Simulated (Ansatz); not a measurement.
A: CsCl (CsCl type), a = b = c = 4.205 Å, α = β = γ = 90.00°
B: Ir (fcc, Cu type), a = b = c = 3.871 Å, α = β = γ = 90.00°
C: CuCl (zinc blende), a = b = c = 5.4240 Å, α = β = γ = 90.00°

Scan: energy over volume and axial ratio (atoms clamped). All come from one method, each on a k mesh of its own. All were relaxed with their symmetry unable to fall. CuCl is run without spin polarisation. Ir is run without spin polarisation. Spin-orbit coupling is left out.

### Question
Order them by shear modulus C′ = (C11 − C12)/2 (fitted) (highest first) at the level PBE (plane waves to 420 eV, PAW, scalar-relativistic; Ansatz, a first-principles code).

### Answer
B (181 GPa), A (13 GPa), C (6 GPa)

(A scan under strain: stresses follow from slopes of the energy per volume, elastic moduli from its curvatures.)
